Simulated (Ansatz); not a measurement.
## Field gradients of HfO2 with Bi replacing Hf from run to run

Cell of run 1: a supercell of HfO2 (fluorite type, Fm-3m) built from a structure deposited in the COD, with all atoms left at the host's positions.

```cif
data_Hf7BiO16
_symmetry_space_group_name_H-M 'Fm-3m'
_symmetry_Int_Tables_number 225
_cell_length_a 10.2300
_cell_length_b 10.2300
_cell_length_c 10.2300
_cell_angle_alpha 90.000
_cell_angle_beta 90.000
_cell_angle_gamma 90.000
loop_
_atom_site_label
_atom_site_type_symbol
_atom_site_symmetry_multiplicity
_atom_site_Wyckoff_symbol
_atom_site_fract_x
_atom_site_fract_y
_atom_site_fract_z
Bi Bi 4 a 0.0000 0.0000 0.0000
Hf2 Hf 24 d 0.2500 0.2500 0.0000
Hf8 Hf 4 b 0.5000 0.5000 0.5000
O9 O 32 f 0.1250 0.1250 0.1250
O12 O 32 f 0.6250 0.3750 0.3750
```

One atom of each set is listed; the run and its k-mesh use a cell of 24 atoms with edges of 7.23, 7.23, 7.23 Å.

Relaxed positions (PBE, cell held):

Bi (0.0000, 0.0000, 0.0000)
Hf2 (0.2500, 0.2500, 0.0000)
Hf8 (0.5000, 0.5000, 0.5000)
O9 (0.1294, 0.1294, 0.1294)
O12 (0.6241, 0.3759, 0.3759)

All runs are DFT with Ansatz 0.2.0 (plane waves and PAW, scalar-relativistic unless spin–orbit coupling is named, Γ-centred meshes, Fermi–Dirac smearing where given) in this cell. Start moments of run 1 as typed (μB): 1 on each Bi, none on the rest.

Run 1: PBE, with a start moment, atoms at the host's positions; 420 eV, 3×3×3 k-points, smearing 0.01 eV.
Run 2: PBE, with a start moment, atoms relaxed; 420 eV, 3×3×3 k-points, smearing 0.01 eV.
Run 3: r2SCAN, with a start moment, at the relaxed atoms; 500 eV, 3×3×3 k-points, smearing 0.01 eV.

| run | Hf2 V_zz (η) | O9 V_zz (η) | O12 V_zz (η) | absolute moment (μB) |
| --- | --- | --- | --- | --- |
| 1 | -1.12 (0.87) | 2.30 (0.00) | 0.16 (0.00) | 0.0 |

The results of the other runs, out of order. V_zz in 10²¹ V/m²; 3 of the 5 sets of like atoms are followed.

| result | Hf2 V_zz (η) | O9 V_zz (η) | O12 V_zz (η) | absolute moment (μB) |
| --- | --- | --- | --- | --- |
| A | 3.37 (0.80) | 2.64 (0.00) | -0.23 (0.00) | 0.1 |
| B | 3.53 (0.65) | 2.56 (0.00) | -0.14 (0.00) | 0.0 |

**Question.** Which result belongs to which run?

**Answer.** A is run 3, B is run 2. Taken one at a time, the positions of the atoms (as given or relaxed) move the tensors on these sites by up to 2.99 (largest principal value of the change, on Hf2), the functional (r2SCAN with its higher cutoff) by 0.28 (Hf2). On some sites the largest principal value moves to another axis from run to run, and the sign of V_zz can flip with it. The defect's own atom has next to no gradient in any run.

The defect repeats with the cell of 24 atoms, so it feels its images: sites between two images don't show the values beside a lone defect, and zeros or small values of η there can come from the images' arrangement. This high-symmetry form of HfO2 is unstable when cold, to shifts of the oxygen columns, towards the tetragonal form. The symmetry of the cell holds that distortion back, wholly or in part, and it would change the field gradients, the more the larger the distortion. Without spin–orbit coupling the gradients at and beside Bi and Hf can be off by some per cent, at some sites by more. The relaxation keeps the site symmetry m-3m of the start, so the impurity can't leave its site; a distortion that would localise the partly filled state isn't explored. In run 3 the program didn't check the stability of the electronic state in full, so a lower one may lie near. In runs 1, 2 the start moments die out. In run 1 the atoms aren't at the calculated equilibrium (largest force 1.4 eV/Å). In runs 1, 2, 3 the defect cell has no gap above 0.1 eV, so the values hang on the smearing and the k-mesh. Run 3: The run lost most of its start moments on Bi; a state with other moments may lie lower.
